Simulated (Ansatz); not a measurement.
TePt:
Space group Cmcm (No. 63); a = 3.9823 Å, b = 10.7901 Å, c = 3.8890 Å, α = 90.00°, β = 90.00°, γ = 90.00°

| atom | site | symmetry | x | y | z |
|---|---|---|---|---|---|
| Te | 4c | m2m | 0.0000 | 0.6431 | 0.2500 |
| Pt | 4c | m2m | 0.0000 | 0.1100 | 0.7500 |
(The calculation used a cell of 4 atoms; values per cell refer to that cell.)

Relaxed at zero pressure with r²SCAN (plane waves, PAW; program Ansatz).

### Question
The volume is raised by 3 % and shape and atoms relax at that volume. What pressure results, and how do the axes share the change?

### Answer
-2.8 GPa; a 0.6 %, b 1.7 %, c 0.7 %; the energy rises by 6 meV/atom.

### Question
Give the new structure.

### Answer

Space group Cmcm (No. 63); a = 4.0064 Å, b = 10.9748 Å, c = 3.9145 Å, α = β = γ = 90.00°

```tsv
atom	site	symmetry	x	y	z
Te	4c	m2m	0.0000	0.6433	0.2500
Pt	4c	m2m	0.0000	0.1133	0.7500
```

The phase is kept; no other phase was compared at this pressure.

The start of the workflow was typed in or built on a structure type; neither database checked (COD, Materials Project) lists it. COD files the formula under space group No. 166, 194, so this cell is another polymorph or a model. Its standing as an ambient phase is unchecked. The cell was relaxed with r²SCAN under the symmetry of its start; whether a distortion lowers the energy is not shown. The run is not spin-polarised. Scalar-relativistic: spin–orbit coupling is off unless named, which matters more the heavier the elements.

Potentials: the earlier of the program's two PAW sets.
